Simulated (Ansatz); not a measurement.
Starting cell, Nb$_{3}$Ir (A15, Cr3Si type):

```
CELL_PARAMETERS angstrom
     10.16091     0.00000     0.00000
      5.08046     5.08046     0.00000
      5.08046     0.00000     5.08046
ATOMIC_POSITIONS crystal
  Nb 0.12500 0.25000 0.00000
  Nb 0.62500 0.25000 0.00000
  Nb 0.87500 0.75000 0.00000
  Nb 0.37500 0.75000 0.00000
  Nb 0.87500 0.00000 0.50000
  Nb 0.37500 0.00000 0.50000
  Nb 0.12500 0.00000 0.50000
  Nb 0.62500 0.00000 0.50000
  Nb 0.62500 0.50000 0.25000
  Nb 0.12500 0.50000 0.25000
  Nb 0.37500 0.50000 0.75000
  Nb 0.87500 0.50000 0.75000
  Ir 0.75000 0.50000 0.50000
  Ir 0.25000 0.50000 0.50000
  Ir 0.00000 0.00000 0.00000
  Ir 0.50000 0.00000 0.00000
```

The atoms are displaced by Q × the pattern below (from a DFPT mode at R = (0.5, 0.5, 0.5), largest move 1; Q in Å), at fixed cell. It is one choice among 4 degenerate patterns. (q is in reciprocal vectors of the primitive cell; the cell shown is doubled to hold the pattern.)

```json
[
 {"atom": "Nb1", "x": "0.352", "y": "0.000", "z": "-0.173"},
 {"atom": "Nb2", "x": "-0.352", "y": "0.000", "z": "0.173"},
 {"atom": "Nb3", "x": "-0.352", "y": "0.000", "z": "-0.173"},
 {"atom": "Nb4", "x": "0.352", "y": "0.000", "z": "0.173"},
 {"atom": "Nb5", "x": "0.000", "y": "0.112", "z": "-0.994"},
 {"atom": "Nb6", "x": "0.000", "y": "-0.112", "z": "0.994"},
 {"atom": "Nb7", "x": "0.000", "y": "0.112", "z": "0.994"},
 {"atom": "Nb8", "x": "0.000", "y": "-0.112", "z": "-0.994"},
 {"atom": "Nb9", "x": "0.061", "y": "0.642", "z": "0.000"},
 {"atom": "Nb10", "x": "-0.061", "y": "-0.642", "z": "0.000"},
 {"atom": "Nb11", "x": "0.061", "y": "-0.642", "z": "0.000"},
 {"atom": "Nb12", "x": "-0.061", "y": "0.642", "z": "0.000"}
]
```

Atoms not listed stay in place.

The numbers are results of LDA (plane waves to 420 eV, PAW, scalar-relativistic; Ansatz, a program for electronic structure), not measurements. k mesh 9×9×9 (Γ-centred), Fermi-Dirac smearing 0.05 eV. The energy includes the smearing's −TS. With partly filled bands, energies and forces of such displacements shift with the k mesh and the smearing. Nb3Ir is run without spin polarisation. Nb3Ir was relaxed with its symmetry unable to fall. Spin-orbit coupling is left out, though Ir is heavy. ΔE is measured from the undisplaced structure. The last digit holds for this mesh only.

```
Q (Å)   ΔE (meV/cell)
------  -------------
-0.180          692.1
-0.150          478.3
-0.120          305.0
-0.090          171.2
-0.060       withheld
-0.030           19.0
0.000             0.0
0.030            19.0
0.060        withheld
0.090           171.2
0.120           305.0
0.150           478.3
0.180           692.1
```

Question: Fit an even polynomial form (powers 2, 4) to the given rows and predict ΔE at Q = 0.060.

Answer: Least squares on the 11 given rows: ΔE = (21040)·Q² + (9874)·Q⁴, in meV/cell with Q in Å; root-mean-square residual 0.08 meV/cell. At 0.060 the fit gives 75.9 meV/cell; the calculation gives 76.0 meV/cell, so the interpolation is off by -0.1 (-0.1 %). The quadratic term alone would give 75.7 meV/cell.

(For displaced atoms, the force is minus the slope of the energy, and its curvature is a force constant, which sets phonon frequencies.)
